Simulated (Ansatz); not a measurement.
YbMn2As2: what a change of scf.eigensolver.kind does

Computed with the plane-wave PAW code Ansatz (scalar-relativistic, PAW set soft_2): PBEsol, collinear spin, 420 eV cutoff, k-mesh 9×9×6. These are the settings of the reference run.

Cell:

```cif
data_structure
_symmetry_space_group_name_H-M 'P 1'
_symmetry_Int_Tables_number 1
_cell_length_a 3.8741
_cell_length_b 3.8741
_cell_length_c 6.6823
_cell_angle_alpha 90.000
_cell_angle_beta 90.000
_cell_angle_gamma 120.000
_cell_volume 86.86
loop_
_atom_site_label
_atom_site_type_symbol
_atom_site_fract_x
_atom_site_fract_y
_atom_site_fract_z
_atom_site_occupancy
Yb1 Yb 0.00000 0.00000 0.00000 1
Mn1 Mn 0.33333 0.66667 0.61661 1
Mn2 Mn 0.66667 0.33333 0.38339 1
As1 As 0.33333 0.66667 0.26252 1
As2 As 0.66667 0.33333 0.73748 1
```

The reference run of this cell is solved again as a single point with these keys changed:

| key | reference run | changed run |
| --- | --- | --- |
| scf.eigensolver.kind | not typed | davidson |

Problem. How does the changed run end?

Solution. 

```
                                    quantity  reference run  changed run
energy, changed less reference (meV an atom)              0          0.0
                              pressure (GPa)            0.0          0.0
                        largest force (eV/Å)           0.00         0.00
                        gap on the mesh (eV)           0.00         0.00
                     moment of the cell (μB)           4.29         4.29
```

The results hardly move, so this setting matters little here, or the typed value is the one that the program takes anyway. It took 19 iterations.

Caveats: the reference run: 4f shell without a U, which puts 4f levels too near the Fermi level; the reference run: open f or d shells may hold a state above the lowest; a single point, atoms not relaxed again.
